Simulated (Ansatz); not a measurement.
PbS in space group Cmcm (No. 63; Pb on 4c, S on 4c), the program Ansatz at the r²SCAN+D4 level (PAW). The conduction-band minimum lies on the Y–C0 line, 13 % of the way from Y, with 2 equivalent valleys. Second derivatives d²E/dk² of the lowest band at one valley (eV·Å²), along Cartesian directions:

| direction | d²E/dk² |
|---|---|
| [100] | 1.166 |
| [010] | 83.14 |
| [001] | 6.496 |
| [110] | 42.20 |
| [101] | 3.831 |
| [011] | 44.86 |

Task: Find the principal effective masses, the density-of-states mass and the conductivity mass.

Result: Off-diagonal terms follow from H_xy = H[110] − (H_xx + H_yy)/2, and m*/mₑ = 7.620 eV·Å² over each eigenvalue: 0.092, 1.2, 6.5. One valley's DOS mass (m₁m₂m₃)^(1/3) = 0.89, conductivity mass 3/(Σ 1/mᵢ) = 0.25 mₑ.

Task: What effective density of states Nc follows at 300 K for parabolic valleys?

Result: Nc = 2.509e19 × 2 × (0.89)^(3/2) ≈ 4.2e19 cm⁻³.

The workflow started from a Materials Project entry (that database holds measured and hypothetical structures alike); the Crystallography Open Database copy checked does not list it. It is not the phase usual at ambient conditions (space group No. 225). Symmetry was held in the r²SCAN+D4 relaxation; its stability against distortions is not shown here. Scalar-relativistic: spin–orbit coupling is off unless named, which matters more the heavier the elements.

Potentials: the later of the program's two PAW sets.

Edges and masses are those of Kohn–Sham bands, whose gap is no quasiparticle gap.
